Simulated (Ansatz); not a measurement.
The start is a generated cell, Si placed in the AFLOW prototype A_hR12_166_2h (as in B). Cell shape, volume and atoms are optimised at zero target pressure with r2SCAN (plane waves to 500 eV, PAW, scalar-relativistic; Ansatz, a first-principles code). First-step values are on the input's coarse k-mesh.

Ansatz input (later rounds restart from its end on a renewed k-mesh):
Ansatz 0.2 input:
```yaml
crystal:
  lattice:
    - [3.1380046, 1.8117278, 5.3560009]
    - [-3.1380046, 1.8117278, 5.3560009]
    - [0, -3.6234555, 5.3560009]
  atoms:
    - { symbol: Si, position: [0.0104, 0.65729, 0.0104] }
    - { symbol: Si, position: [0.0104, 0.0104, 0.65729] }
    - { symbol: Si, position: [0.65729, 0.0104, 0.0104] }
    - { symbol: Si, position: [0.9896, 0.34271, 0.9896] }
    - { symbol: Si, position: [0.9896, 0.9896, 0.34271] }
    - { symbol: Si, position: [0.34271, 0.9896, 0.9896] }
    - { symbol: Si, position: [0.2206, 0.6323, 0.2206] }
    - { symbol: Si, position: [0.2206, 0.2206, 0.6323] }
    - { symbol: Si, position: [0.6323, 0.2206, 0.2206] }
    - { symbol: Si, position: [0.7794, 0.3677, 0.7794] }
    - { symbol: Si, position: [0.7794, 0.7794, 0.3677] }
    - { symbol: Si, position: [0.3677, 0.7794, 0.7794] }
basis: { ecutwfc: 500, ecutrho_ratio: 4, xc_grid: 4, fft_grid_basis: typed }
kpoints: { mp_grid: { grid: [4, 4, 4] } }
hamiltonian:
  xc: r2scan
  dispersion: none
  pseudopotentials: { azcp: { folder: ./paw }, kind: paw }
scf: { occupations: { method: fermi_dirac, width: 0.05 } }
relax: { f_tol: 0.01, max_steps: 100, cell: { stress_tol: 0.02 } }
output: { forces: true, stress: true }
```

Question: What pressure does the first self-consistent step give?

Answer: +34 GPa (positive: the cell is compressed).

Question: What is the largest force in the starting geometry, and on which atom (counted from 1)?

Answer: About 4.1 eV/Å, on Si7, Si8, Si9, Si10, Si11, Si12 (atoms numbered as listed).

Question: How does the volume change?

Answer: +20.9 %, from 15.22 to 18.41 Å³/atom.

Question: How do the shortest distances between atoms change?

Answer: The closest pairs of elements (up to four, under 3.6 Å), start → end: Si–Si 2.18 → 2.34 Å.

Question: What band gap does the relaxed structure have at this level?

Answer: No gap (metallic).

Question: What does it relax into? Give the structure.

Answer: 
```cif
data_Si36
_chemical_formula_sum 'Si36'
_space_group_name_H-M_alt 'R-3m :H'
_space_group_IT_number 166
_space_group_name_Hall '-R 3 2"'
_cell_length_a 7.16799
_cell_length_b 7.16799
_cell_length_c 14.89083
_cell_angle_alpha 90.000
_cell_angle_beta 90.000
_cell_angle_gamma 120.000
loop_
_atom_site_label
_atom_site_type_symbol
_atom_site_symmetry_multiplicity
_atom_site_Wyckoff_symbol
_atom_site_fract_x
_atom_site_fract_y
_atom_site_fract_z
_atom_site_occupancy
Si1 Si 18 h 0.24190 0.12095 0.09806 1
Si2 Si 18 h 0.21952 0.43903 0.04238 1
```
(The calculation used a cell of 12 atoms; values per cell refer to that cell.)

The space group stays R-3m (No. 166) (the run could not lower it), with 12 atoms in the primitive cell. Final values are on a 7×7×7 k-mesh of the relaxed cell. No spin polarisation in the result.

The run could not lose the symmetry of its start, so the end can be a saddle point.

The relaxed structure here is a generated cell of Si: the first start was made by placing the elements on the sites of a structure type, and the end was not matched to a known phase here, so it may be hypothetical. Known forms of Si include space group No. 227.
